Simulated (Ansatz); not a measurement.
Given:

ZnS:
```xyz
4
Lattice="3.5895 0.0000 0.0000 -1.7948 3.1086 0.0000 0.0000 0.0000 5.8802" Properties=species:S:1:pos:R:3 pbc="T T T"
Zn     0.0000     0.0000     0.0000
Zn     0.0000     0.0000     2.9401
S      0.0000     2.0724     1.4700
S      1.7948     1.0362     4.4101
```

This is the r²SCAN-relaxed structure. Tensor components refer to the Cartesian frame of this cell.

Problem. All from the program Ansatz at the r²SCAN level (PAW), unless another level is named. Predict the bulk modulus (Birch–Murnaghan fit).

Solution. 97.4 GPa.

Problem. Predict the elastic constants (relaxed ions, GPa).

Solution. C11 = 142, C12 = 87.7, C13 = 58.0, C33 = 188, C44 = 0.1.

Space group P6_3/mmc (NiAs type). The cell is a constructed one: a structure type filled with these elements; neither database checked (COD, Materials Project) lists it. It is not the phase usual at ambient conditions (space group No. 186, 216). Symmetry was held in the r²SCAN relaxation; whether a distortion lowers the energy is not shown.

Potentials: the later of the program's two PAW sets.
